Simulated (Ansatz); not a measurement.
## From three elastic constants to directional properties of Pt3Pb

These are results of Ansatz, DFT LDA, scalar-relativistic, plane waves, PAW, not measurements. Settings: 420 eV plane-wave cutoff, Γ-centred 10×10×10 mesh, Fermi-Dirac smearing of 0.15 eV. No spin polarisation.

Equilibrium structure at this level:
```
Pt Pb
1.0
     4.04045    0.00000    0.00000
     0.00000    4.04045    0.00000
     0.00000    0.00000    4.04045
Pt Pb
3 1
Cartesian
  0.0000 2.0202 2.0202
  2.0202 0.0000 2.0202
  2.0202 2.0202 0.0000
  0.0000 0.0000 0.0000
```

In a metal, frequencies and elastic constants depend on the k mesh and the smearing, soft modes and shear constants most. Spin–orbit coupling is left out, which can shift energies with elements as heavy as these.

With ions relaxed, on the cubic axes: C11 = 277.2, C12 = 189.6, C44 = 63.6 GPa. The density is 19.950 g/cm³.

Task: Is the crystal stable against strain, and how anisotropic is it?

Result: Born's conditions hold: C11 + 2C12 = 656.4, C11 − C12 = 87.7 and C44 = 63.6 GPa are all positive. B = (C11 + 2C12)/3 = 218.8 GPa. The two shear moduli are C44 and C′ = (C11 − C12)/2 = 43.8 GPa, so Zener's ratio is A = C44/C′ = 1.45: the tetragonal shear C′ is the soft one, as in many fcc and bcc metals and zincblende crystals. The Cauchy pressure C12 − C44 is 126.0 GPa; it would vanish for pair forces between atoms on inversion centres at zero pressure, and a positive value is usual with metallic or many-body binding, and where atoms off inversion centres relax under shear, which lowers C44.

Task: Give the sound speeds along the three symmetry directions.

Result: The Christoffel equation gives ρv² for each branch:
```tsv
direction	branch	ρv²	GPa	v (m/s)
[100]	L	C11	277.2	3728
[100]	T (×2)	C44	63.6	1786
[110]	L	(C11 + C12 + 2C44)/2	297.0	3859
[110]	T, u ∥ [001]	C44	63.6	1786
[110]	T, u ∥ [1-10]	(C11 − C12)/2	43.8	1482
[111]	L	(C11 + 2C12 + 4C44)/3	303.6	3901
[111]	T (×2)	(C11 − C12 + C44)/3	50.4	1590
```

Task: How does Young's modulus depend on direction?

Result: Inverting gives S11 = 8.113, S12 = -3.295, S44 = 15.716 TPa⁻¹. Along a unit vector (l, m, n), 1/E = S11 − 2(S11 − S12 − S44/2)(l²m² + m²n² + n²l²), where the last bracket is 0, 1/4 and 1/3 for [100], [110] and [111]: E = 123, 158 and 174 GPa. With A > 1 the body diagonal is stiffest. For a film on (001), the biaxial modulus is C11 + C12 − 2C12²/C11 = 208 GPa and the normal strain is −2C12/C11 = -1.37 times the in-plane one.